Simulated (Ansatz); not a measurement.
Ru:
```cif
data_Ru2
_chemical_formula_sum 'Ru2'
_space_group_name_H-M_alt 'P63/mmc'
_space_group_IT_number 194
_space_group_name_Hall '-P 6c 2c'
_cell_length_a 2.67486
_cell_length_b 2.67486
_cell_length_c 4.22587
_cell_angle_alpha 90.000
_cell_angle_beta 90.000
_cell_angle_gamma 120.000
loop_
_atom_site_label
_atom_site_type_symbol
_atom_site_symmetry_multiplicity
_atom_site_Wyckoff_symbol
_atom_site_fract_x
_atom_site_fract_y
_atom_site_fract_z
_atom_site_occupancy
Ru1 Ru 2 c 0.33333 0.66667 0.25000 1
```

Relaxed with LDA.

Question: Which orbitals make up the states near the Fermi level in LDA (plane waves, PAW; program Ansatz)?

Answer: Within 0.5 eV of the Fermi level: Ru 4d 93 %. Projections are on Löwdin-orthogonalised atomic valence shells; empty p or d shells of many metals are not among them.

Question: Tabulate the density of states.

Answer: States/eV per cell of 2 atoms, in 0.25 eV bins, energy from the Fermi level.

| E (eV) | total | Ru 4d | Ru 5s | Ru 4p |
|---|---|---|---|---|
| -7.85 | 0.08 | 0.00 | 0.07 | 0.00 |
| -7.60 | 0.10 | 0.00 | 0.09 | 0.00 |
| -7.35 | 0.13 | 0.00 | 0.12 | 0.00 |
| -7.10 | 0.16 | 0.01 | 0.14 | 0.00 |
| -6.85 | 0.20 | 0.01 | 0.17 | 0.01 |
| -6.60 | 0.58 | 0.33 | 0.22 | 0.01 |
| -6.35 | 1.63 | 1.26 | 0.34 | 0.02 |
| -6.10 | 2.60 | 2.04 | 0.51 | 0.03 |
| -5.85 | 3.07 | 2.59 | 0.43 | 0.03 |
| -5.60 | 3.13 | 2.67 | 0.41 | 0.04 |
| -5.35 | 2.27 | 1.98 | 0.25 | 0.03 |
| -5.10 | 2.05 | 1.80 | 0.21 | 0.03 |
| -4.85 | 2.26 | 2.05 | 0.16 | 0.03 |
| -4.60 | 2.94 | 2.66 | 0.21 | 0.04 |
| -4.35 | 2.07 | 1.92 | 0.11 | 0.03 |
| -4.10 | 2.73 | 2.54 | 0.12 | 0.04 |
| -3.85 | 2.68 | 2.46 | 0.16 | 0.04 |
| -3.60 | 1.57 | 1.41 | 0.11 | 0.02 |
| -3.35 | 1.66 | 1.57 | 0.06 | 0.02 |
| -3.10 | 3.45 | 3.24 | 0.14 | 0.03 |
| -2.85 | 3.11 | 2.90 | 0.14 | 0.03 |
| -2.60 | 2.55 | 2.38 | 0.12 | 0.02 |
| -2.35 | 3.48 | 3.26 | 0.15 | 0.02 |
| -2.10 | 2.59 | 2.39 | 0.13 | 0.02 |
| -1.85 | 2.91 | 2.67 | 0.15 | 0.03 |
| -1.60 | 3.18 | 2.90 | 0.17 | 0.03 |
| -1.35 | 2.41 | 2.20 | 0.13 | 0.02 |
| -1.10 | 1.87 | 1.69 | 0.11 | 0.01 |
| -0.85 | 1.81 | 1.63 | 0.11 | 0.01 |
| -0.60 | 1.71 | 1.55 | 0.10 | 0.01 |
| -0.35 | 1.64 | 1.51 | 0.07 | 0.01 |
| -0.10 | 1.56 | 1.45 | 0.06 | 0.00 |
| 0.15 | 1.50 | 1.40 | 0.06 | 0.00 |
| 0.40 | 1.58 | 1.49 | 0.05 | 0.00 |
| 0.65 | 1.83 | 1.73 | 0.06 | 0.00 |
| 0.90 | 2.28 | 2.18 | 0.06 | 0.00 |
| 1.15 | 2.65 | 2.54 | 0.08 | 0.00 |
| 1.40 | 3.41 | 3.28 | 0.10 | 0.00 |
| 1.65 | 3.81 | 3.68 | 0.11 | 0.00 |
| 1.90 | 2.65 | 2.50 | 0.12 | 0.00 |
| 2.15 | 0.54 | 0.37 | 0.15 | 0.00 |
| 2.40 | 0.49 | 0.29 | 0.16 | 0.00 |
| 2.65 | 0.49 | 0.26 | 0.17 | 0.00 |
| 2.90 | 0.49 | 0.24 | 0.19 | 0.00 |
| 3.15 | 0.49 | 0.22 | 0.20 | 0.00 |
| 3.40 | 0.49 | 0.20 | 0.21 | 0.00 |
| 3.65 | 0.49 | 0.18 | 0.22 | 0.00 |
| 3.90 | 0.50 | 0.17 | 0.22 | 0.00 |
| 4.15 | 0.49 | 0.15 | 0.22 | 0.00 |
| 4.40 | 0.47 | 0.13 | 0.21 | 0.00 |
| 4.65 | 0.45 | 0.11 | 0.20 | 0.00 |

Space group P6_3/mmc (hcp (Mg type)). The LDA relaxation kept the symmetry of its start. The run is not spin-polarised. Scalar-relativistic: spin–orbit coupling is off unless named, which matters more the heavier the elements.

Potentials: the earlier of the program's two PAW sets. The files were generated under PBE; for other functionals the program regenerates the frozen cores, and for LDA and PBEsol the local potential too.
